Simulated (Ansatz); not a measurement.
**Structure relaxation, HfN**

The start is a generated cell, HfN placed in the MnP structure type. Cell shape, volume and atoms are optimised at zero target pressure with PBEsol (plane waves to 420 eV, PAW, scalar-relativistic; Ansatz, a first-principles code). The first steps use a coarse 4×7×4 k-mesh.

Starting cell:
```
HfN
1.0
    5.72996     0.00000     0.00000
    0.00000     3.47650     0.00000
    0.00000     0.00000     6.45320
Hf N
4 4
Cartesian
  2.89707   0.86912   4.48627
  0.03209   0.86912   5.19354
  2.83289   2.60737   1.96694
  5.69787   2.60737   1.25966
  3.94164   0.86912   0.44914
  1.07666   0.86912   2.77746
  1.78832   2.60737   6.00406
  4.65330   2.60737   3.67574
```

Problem. How large is the pressure on the unrelaxed cell, and of which sign?

Solution. -35 GPa (negative: the cell is under tension).

Problem. What symmetry does the relaxed structure have?

Solution. The space group goes from Pnma (No. 62) to P6₃/mmc (No. 194); the end is NiAs type, with 4 atoms in the primitive cell.

Problem. By how much does the energy per atom fall from start to end?

Solution. 1.23 eV/atom.

Problem. What band gap does the relaxed structure have at this level?

Solution. Zero (metallic).

Problem. What does it relax into? Give the structure.

Solution. 
```cif
data_Hf2N2
_chemical_formula_sum 'Hf2 N2'
_space_group_name_H-M_alt 'P63/mmc'
_space_group_IT_number 194
_space_group_name_Hall '-P 6c 2c'
_cell_length_a 3.11836
_cell_length_b 3.11836
_cell_length_c 5.63187
_cell_angle_alpha 90.000
_cell_angle_beta 90.000
_cell_angle_gamma 120.000
loop_
_atom_site_label
_atom_site_type_symbol
_atom_site_symmetry_multiplicity
_atom_site_Wyckoff_symbol
_atom_site_fract_x
_atom_site_fract_y
_atom_site_fract_z
_atom_site_occupancy
Hf1 Hf 2 a 0.00000 0.00000 0.00000 1
N1 N 2 d 0.66667 0.33333 0.25000 1
```

Final values are on a 17×17×8 k-mesh of the relaxed cell. No spin polarisation in the result.

The run could not lose the symmetry of its start.

The first start was generated by placing the elements on the sites of a structure type. Materials Project lists a structure of HfN in the same space group, P6₃/mmc (No. 194); the sites were not compared with it, nor with measured phases. Known forms of HfN include space group No. 225.
